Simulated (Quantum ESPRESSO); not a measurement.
## Ti2Au3MgTaRh (input and log of a self-consistent run)

Computed values, not a measurement. The program is pw.x of Quantum ESPRESSO 7.5 (plane-wave density functional theory). The cell is made up: eight metal atoms on a face-centred cubic lattice, with elements, volume, strain and displacements drawn at random and not relaxed, so it may be unstable or far from any real phase. PseudoDojo standard norm-conserving files set the functional (PBE unless stated); there is no spin polarisation or spin-orbit coupling, the Fermi-Dirac width of 0.25 eV means electrons at about 2900 K, and the masses in the input are unused placeholders. Heavy elements are run without spin-orbit coupling, which real alloys of them have. A spin test at this wide smearing found no moment, but such smearing suppresses magnetism that the real alloy may have.

Input:

```
&control calculation='scf', pseudo_dir='./dojo.nc.sr.pbe.v0_5.standard.upf', outdir='./o', disk_io='minimal', tprnfor=.true., tstress=.true. /
&system ibrav=0, nat=8, ntyp=5, nbnd=74, ecutwfc=87.97787729, nosym=.true., tot_charge=0,
 occupations='smearing', smearing='fd', degauss=0.0183746611
/
&electrons conv_thr=1.470e-08, electron_maxstep=70, mixing_beta=0.5 /
ATOMIC_SPECIES
Au 1.0 Au.upf
Mg 1.0 Mg.upf
Rh 1.0 Rh.upf
Ta 1.0 Ta.upf
Ti 1.0 Ti.upf
CELL_PARAMETERS angstrom
0.0109 -2.094 -2.099
2.0972 4.164 -2.0858
8.2677 -4.1373 4.1037
ATOMIC_POSITIONS angstrom
Ti 0.0231 -0.0414 -0.0417
Au 4.1768 -2.0751 2.1378
Au 4.1816 -0.0923 -0.0756
Mg 8.1808 -2.0981 2.0379
Ta 2.0923 -2.0168 -0.0502
Au 6.0852 -4.3042 1.9453
Rh 2.2033 -0.0968 -2.1154
Ti 6.1531 -2.1984 -0.042
K_POINTS automatic
8 5 3 1 1 1
```

The log is shortened where brackets say so; the opening notice, blank lines, dates and the lines on written files are dropped, and the path of the files is cut. It prints rydbergs, bohrs and kilobars, and counts compression as positive stress. Its total energy is the free energy E - TS of the whole cell.

```
     Program PWSCF v.7.5
     Parallel version (MPI & OpenMP), running on       4 processor cores
     Number of MPI processes:                 4
     Threads/MPI process:                     1
     [start-up lines left out]
     bravais-lattice index     =            0
     lattice parameter (alat)  =       5.6029  a.u.
     unit-cell volume          =     976.4734 (a.u.)^3
     number of atoms/cell      =            8
     number of atomic types    =            5
     number of electrons       =       121.00
     number of Kohn-Sham states=           74
     kinetic-energy cutoff     =      87.9779  Ry
     charge density cutoff     =     351.9115  Ry
     scf convergence threshold =      1.5E-08
     mixing beta               =       0.5000
     number of iterations used =            8  plain     mixing
     Exchange-correlation= PBE
                           (   1   4   3   4   0   0   0)
     [axes and pseudopotential details left out]
   Cartesian axes
     site n.     atom                  positions (alat units)
         1        Ti     tau(   1) = (   0.0077911  -0.0139633  -0.0140645  )
         2        Au     tau(   2) = (   1.4087391  -0.6998838   0.7210310  )
         3        Au     tau(   3) = (   1.4103580  -0.0311307  -0.0254982  )
         4        Mg     tau(   4) = (   2.7591967  -0.7076411   0.6873371  )
         5        Ta     tau(   5) = (   0.7056849  -0.6802205  -0.0169313  )
         6        Au     tau(   6) = (   2.0523988  -1.4517082   0.6561052  )
         7        Rh     tau(   7) = (   0.7431227  -0.0326484  -0.7134760  )
         8        Ti     tau(   8) = (   2.0752999  -0.7414700  -0.0141656  )
     number of k points=    60  Fermi-Dirac smearing, width (Ry)=  0.0184
                       cart. coord. in units 2pi/alat
        k(    1) = (   0.0909981  -0.0124112  -0.0754296), wk =   0.0333333
        k(    2) = (  -0.0880588   0.0474109  -0.1360390), wk =   0.0333333
     [further k points left out]
     Dense  grid:   108805 G-vectors     FFT dimensions: (  36,  60, 120)
     Estimated max dynamical RAM per process >     437.95 MB
     Estimated total dynamical RAM >       1.63 GB
     Initial potential from superposition of free atoms
     starting charge     120.9941, renormalised to     121.0000
     Starting wfcs are   75 randomized atomic wfcs
     total cpu time spent up to now is        7.5 secs
     per-process dynamical memory:   349.0 Mb
     Self-consistent Calculation
     iteration #  1     ecut=    87.98 Ry     beta= 0.50
     Davidson diagonalization with overlap
     ethr =  1.00E-02,  avg # of iterations =  4.6
     total cpu time spent up to now is       28.8 secs
     total energy              =   -1607.15334354 Ry
     estimated scf accuracy    <       5.10097028 Ry
     iteration #  2     ecut=    87.98 Ry     beta= 0.50
     Davidson diagonalization with overlap
     ethr =  4.22E-03,  avg # of iterations =  4.0
     total cpu time spent up to now is       52.1 secs
     total energy              =   -1602.46691491 Ry
     estimated scf accuracy    <     147.69827499 Ry
     iteration #  3     ecut=    87.98 Ry     beta= 0.50
     Davidson diagonalization with overlap
     ethr =  4.22E-03,  avg # of iterations =  5.1
     total cpu time spent up to now is       72.2 secs
     total energy              =   -1608.88833827 Ry
     estimated scf accuracy    <      24.44367632 Ry
     iteration #  4     ecut=    87.98 Ry     beta= 0.50
     Davidson diagonalization with overlap
     ethr =  4.22E-03,  avg # of iterations =  6.2
     total cpu time spent up to now is       92.1 secs
     total energy              =   -1609.85113586 Ry
     estimated scf accuracy    <       7.75592377 Ry
     iteration #  5     ecut=    87.98 Ry     beta= 0.50
     Davidson diagonalization with overlap
     ethr =  4.22E-03,  avg # of iterations =  2.1
     total cpu time spent up to now is      107.6 secs
     total energy              =   -1610.35035697 Ry
     estimated scf accuracy    <       1.73474387 Ry
     [iterations 6 to 15 left out]
     iteration # 16     ecut=    87.98 Ry     beta= 0.50
     Davidson diagonalization with overlap
     ethr =  4.46E-09,  avg # of iterations =  1.1
     total cpu time spent up to now is      282.2 secs
     total energy              =   -1610.34839805 Ry
     estimated scf accuracy    <       0.00000031 Ry
     iteration # 17     ecut=    87.98 Ry     beta= 0.50
     Davidson diagonalization with overlap
     ethr =  2.52E-10,  avg # of iterations =  2.6
     total cpu time spent up to now is      298.5 secs
     total energy              =   -1610.34839807 Ry
     estimated scf accuracy    <       0.00000009 Ry
     iteration # 18     ecut=    87.98 Ry     beta= 0.50
     Davidson diagonalization with overlap
     ethr =  7.81E-11,  avg # of iterations =  2.0
     total cpu time spent up to now is      313.9 secs
     total energy              =   -1610.34839808 Ry
     estimated scf accuracy    <       0.00000002 Ry
     iteration # 19     ecut=    87.98 Ry     beta= 0.50
     Davidson diagonalization with overlap
     ethr =  1.75E-11,  avg # of iterations =  2.6
     total cpu time spent up to now is      329.5 secs
     total energy              =   -1610.34839808 Ry
     estimated scf accuracy    <       0.00000002 Ry
     iteration # 20     ecut=    87.98 Ry     beta= 0.50
     Davidson diagonalization with overlap
     ethr =  1.29E-11,  avg # of iterations =  1.0
     total cpu time spent up to now is      343.6 secs
     End of self-consistent calculation
     [lines on levels left out]
!    total energy              =   -1610.34839808 Ry
     estimated scf accuracy    <          2.1E-09 Ry
     smearing contrib. (-TS)   =      -0.11492057 Ry
     internal energy E=F+TS    =   -1610.23347751 Ry
     The total energy is F=E-TS. E is the sum of the following terms:
     one-electron contribution =    -644.08989787 Ry
     hartree contribution      =     368.67853895 Ry
     xc contribution           =    -274.19218519 Ry
     ewald contribution        =   -1060.62993340 Ry
     convergence has been achieved in  20 iterations
     Forces acting on atoms (cartesian axes, Ry/au):
     atom    1 type  5   force =     0.02548313    0.00040200    0.00634557
     atom    2 type  1   force =    -0.02982849    0.00302216   -0.03435193
     atom    3 type  1   force =    -0.00296147    0.00659658    0.00986881
     atom    4 type  2   force =     0.02997630   -0.01944776    0.01071255
     atom    5 type  4   force =    -0.01916069   -0.01541350   -0.00076752
     atom    6 type  1   force =     0.04350620   -0.01047271    0.03774980
     atom    7 type  3   force =    -0.02164699    0.00998858   -0.01189391
     atom    8 type  5   force =    -0.02536800    0.02532465   -0.01766337
     Total force =     0.103196     Total SCF correction =     0.000324
     Computing stress (Cartesian axis) and pressure
          total   stress  (Ry/bohr**3)                   (kbar)     P=      -55.83
  -0.00040235  -0.00006472   0.00015551          -59.19       -9.52       22.88
  -0.00006472  -0.00035705   0.00017918           -9.52      -52.52       26.36
   0.00015551   0.00017918  -0.00037922           22.88       26.36      -55.79
     init_run     :      6.48s CPU      6.77s WALL (       1 calls)
     electrons    :    328.88s CPU    336.14s WALL (       1 calls)
     forces       :      2.46s CPU      2.48s WALL (       1 calls)
     stress       :      8.57s CPU      8.57s WALL (       1 calls)
     [timing details left out]
     PWSCF        :   5m47.13s CPU   5m54.78s WALL
     JOB DONE.
```

In other units: free energy -21909.906 eV for the cell, pressure -5.58 GPa, largest force component 1.119 eV/Å in size. The run took 356 s of wall time with four MPI processes on a shared machine (Intel Xeon, 2023 or later, virtual cores), so the time is rough. A rerun of this cell at a higher cutoff and on a denser mesh moved values by no more than 0.005 eV in energy, 0.03 GPa in stress and 0.005 eV/Å in force, and a second program with other atomic files agreed on that cell to 2 % rms in force and 0.5 GPa in pressure.